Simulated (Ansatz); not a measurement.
MgO: what the electron mass says about interband coupling

These are results of DFT r2SCAN, scalar-relativistic, plane waves, PAW in Ansatz, not measurements.

Cutoff 500 eV; k points 10×10×10 on the computed 2-atom cell (Γ-centred); Gaussian smearing, width 0.02 eV; no spin polarisation.

Relaxed cell: Fm-3m, a = 4.204 Å, b = 4.204 Å, c = 4.204 Å, α = 90.00°, β = 90.00°, γ = 90.00°, 2 atoms in the primitive cell.

The direct gap at Γ is 5.685 eV, and at Γ the conduction band has a mass of 0.3644 mₑ and the lightest hole 0.4182 mₑ, both along x.

Q: Use two-band k·p theory to get the Kane energy. As an exercise, what mass follows if the true gap is 1.5 times the computed one (semilocal functionals can miss by more, threefold or worse in zinc and cadmium oxides)?

A: Coupling to the valence top alone gives mₑ/m* = 1 + E_P/E_g, so E_P = E_g (mₑ/m* − 1) = 5.685 × (2.74 − 1) = 9.9 eV. The light hole is the mirror band, mₑ/mₗₕ = E_P/E_g − 1, and gives 19.3 eV; the spread shows what other bands add. Fits to experiment give about 15 to 31 eV for common tetrahedral semiconductors; the figure from the electron is a net one, lowered by higher conduction bands, and semilocal functionals tend to give less. With E_P fixed and E_g = 8.53 eV the mass becomes 0.462 mₑ: in this model the mass grows with the gap, in proportion where E_P ≫ E_g, which is why functionals that close gaps give light electrons. A correction that opens the gap also strengthens the coupling, so the true mass usually rises less. Remote bands and spin-orbit splitting are left out of the model.